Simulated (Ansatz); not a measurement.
Ni (hcp (Mg type), P6_3/mmc) under volume change, PBEsol (plane waves, PAW; program Ansatz), shape and atoms relaxed at each volume.

```csv
V (Å³/atom),E − E(relaxed) (meV/atom),P (GPa)
9.481,…,…
9.794,29.9,16.30
10.106,7.0,7.43
10.419,0.0,-0.01
10.731,…,…
11.044,23.8,-11.49
11.356,50.6,-15.88
```

Question: Complete the blanks.

Answer: 
- 9.481, E − E(relaxed) (meV/atom): 71.7
- 9.481, P (GPa): 26.86
- 10.731, E − E(relaxed) (meV/atom): 6.3
- 10.731, P (GPa): -6.25

Question: What does a third-order Birch–Murnaghan fit give for V₀, B₀ and B′?

Answer: V₀ = 10.42 Å³/atom, B₀ = 227 GPa, B′ = 4.8.

The first step of the workflow began from a Materials Project structure, measured or hypothetical; the Crystallography Open Database files this formula in space group No. 194, but the cells were not matched. It is not the phase usual at ambient conditions (space group No. 225). The cell was relaxed with PBEsol under the symmetry of its start; its stability against distortions is not shown here. Spin order of the final state: ferromagnetic, chosen from 5 collinear starts compared on coarse meshes (ties went to the first, and starts can fall back to one state), not a proven ground state.

Potentials: the earlier of the program's two PAW sets. The files were generated under PBE; for other functionals the program regenerates the frozen cores, and for LDA and PBEsol the local potential too.
